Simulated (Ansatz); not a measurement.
The relaxed structure here is a generated cell of Ru: the first start was made by placing the elements on the sites of a structure type, and the end was not matched to a known phase here, so it may be hypothetical. Known forms of Ru include space group No. 194.

A relaxed cell of Ru (P6/mmm (No. 191)), relaxed on a k-mesh at least as fine as the one used below. The numbers are results of PBE (plane waves to 420 eV, PAW, scalar-relativistic; Ansatz, a first-principles code), not measurements. Γ-centred k-mesh 9×9×6 on the run's cell (coarser than for final values), Fermi–Dirac smearing 0.05 eV.

```
Ru
1.0
    4.26565     0.00000     0.00000
   -2.13283     3.69416     0.00000
    0.00000     0.00000     5.37232
Ru
6
Cartesian
  0.00000   0.00000   0.00000
  0.00000   0.00000   2.68616
  0.00000   2.46277   1.34308
  0.00000   2.46277   4.02924
  2.13283   1.23139   1.34308
  2.13283   1.23139   4.02924
```

The atoms are displaced along an unstable phonon of this cell by (Å):

```
atom     ux     uy      uz
----  -----  -----  ------
Ru1   0.000  0.000   0.150
Ru2   0.000  0.000  -0.150
Ru3   0.000  0.000   0.000
Ru4   0.000  0.000   0.000
Ru5   0.000  0.000   0.000
Ru6   0.000  0.000   0.000
```

Question: What forces (eV/Å) and pressure result?

Answer: 
| atom | Fx | Fy | Fz |
|---|---|---|---|
| Ru1 | 0.00 | 0.00 | -2.45 |
| Ru2 | 0.00 | 0.00 | 2.45 |
| Ru3 | 0.00 | 0.00 | 0.00 |
| Ru4 | 0.00 | 0.00 | 0.00 |
| Ru5 | 0.00 | 0.00 | 0.00 |
| Ru6 | 0.00 | 0.00 | 0.00 |

Pressure +3.1 GPa.

Question: Estimate the energy cost of the displacement in the harmonic approximation and compare with the calculation.

Answer: For a harmonic well ΔE = −½ Σ F·u = 0.368 eV a cell, or 61 meV/atom. The calculated energy relative to the undisplaced cell is +0.04 eV/atom, so anharmonic terms matter at this amplitude.

No spin polarisation in the result.

The run that gave the undisplaced cell could not lose the symmetry of its start, so the end can be a saddle point.
